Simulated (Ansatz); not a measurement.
A generator proposed this cell of Zn₅CdS₆.

```yaml
crystal:
  lattice:
    - [3.83311, 0.00000, 0.00000]
    - [-1.91656, 3.31957, 0.00000]
    - [0.00000, 0.00000, 18.77834]
  atoms:
    - { symbol: Zn, position: [0.00000, 0.00000, 0.00000] }
    - { symbol: Zn, position: [0.66667, 0.33333, 0.66667] }
    - { symbol: Zn, position: [0.00000, 0.00000, 0.50000] }
    - { symbol: Zn, position: [0.33333, 0.66667, 0.33333] }
    - { symbol: Zn, position: [0.66667, 0.33333, 0.16667] }
    - { symbol: Cd, position: [0.33333, 0.66667, 0.83333] }
    - { symbol: S, position: [0.00000, 0.00000, 0.87500] }
    - { symbol: S, position: [0.33333, 0.66667, 0.70833] }
    - { symbol: S, position: [0.66667, 0.33333, 0.54167] }
    - { symbol: S, position: [0.00000, 0.00000, 0.37500] }
    - { symbol: S, position: [0.33333, 0.66667, 0.20833] }
    - { symbol: S, position: [0.66667, 0.33333, 0.04167] }
```

The calculation used DFT PBE, scalar-relativistic, plane waves, PAW in Ansatz 0.2.0. Plane waves to 420 eV, a k mesh through Γ of 6×6×1 on the computed 12-atom cell and Gaussian smearing (0.10 eV); no spin polarisation.

Formation energies are uncorrected and refer to the elements' standard structures at the same level.

**Question.** What does a single point on this coarse mesh give?

**Answer.** The pressure is 5.1 GPa (the mean over three directions, positive in compression), the largest force is 1.86 eV/Å, and the energy is −0.73 eV/atom against the elements. The shortest distance is 2.35 Å.

**Question.** How much does it gain on relaxing, and where does it end?

**Answer.** Relaxing gains about 0.05 eV/atom in 9 ionic steps and ends at −0.779 eV/atom on the finer mesh. The symmetry stays P3m1 (No. 156). The volume per atom grows by 5.8 %, from 19.9 to 21.1 Å³. The shortest distance goes from 2.35 Å (Cd–S and Zn–S) to 2.34 Å (Zn–S). Conventional cell: a = 3.897 Å, c = 19.229 Å. Zn on its first site has 4 S at 2.34–2.38 Å; Cd has 4 S at 2.50–2.55 Å; S on its first site is surrounded by 1 Zn at 2.34 Å and 3 Cd at 2.50 Å; 9 more sites not described.

The last run used a 12×12×2 mesh (in the run's order of axes) for its 12-atom cell and Gaussian smearing of 0.02 eV. The reference form of S is held partly by dispersion forces, which this level lacks. The relaxation can't lower the symmetry of the start. Symmetry constrained the relaxation, so the result can be a saddle point.
